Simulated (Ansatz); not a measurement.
Rough cost of magnetic runs on Pd (Fm-3m) in Ansatz 0.2.0, 1 thread of Arm Neoverse V2, on a shared host.

```xyz
1
Lattice="0.0000 1.9465 1.9465 1.9465 0.0000 1.9465 1.9465 1.9465 0.0000" Properties=species:S:1:pos:R:3 pbc="T T T"
Pd    0.0000    0.0000    0.0000
```

| run | functional, mesh | k points solved | bands | iterations | wall time (s) | peak memory (GiB) |
| --- | --- | --- | --- | --- | --- | --- |
| PAW: total moment held at 0.15 μB | PBE, 17×17×17 | 165 | 14 | 8 | 3.2 | 0.29 |
| LAPW: total moment held at 0.15 μB | PBE, 17×17×17 | 165 | 19 | 8 | 20 | 0.46 |
| LAPW: total moment held at 0.05 μB | PBE, 17×17×17 | 165 | 19 | 8 | 20 | 0.47 |
| LAPW: total moment held at 0.3 μB | PBE, 17×17×17 | 165 | 19 | 8 | 21 | 0.47 |
| PAW: total moment held at 1.2 μB | PBE, 17×17×17 | 165 | 14 | 8 | 4.7 | 0.3 |
| LAPW: total moment held at 0.8 μB | PBE, 17×17×17 | 165 | 19 | 7 | 19 | 0.47 |
| PAW: field of 600 T on the spins | PBE, 17×17×17 | 165 | 14 | 16 | 5.8 | 0.29 |
| LAPW: free moments | PBE, 17×17×17 | 165 | 19 | 20 | 47 | 0.48 |
| PAW: no spin polarisation | PBE, 17×17×17 | 165 | 13 | 6 | 1.7 | 0.28 |

(1) Roughly how much dearer is an iteration by LAPW than by PAW among the runs with the first row's mesh and spin treatment (collinear)?

Results:

(1) About 6 times (medians of wall time over iterations; times from a shared host are rough).
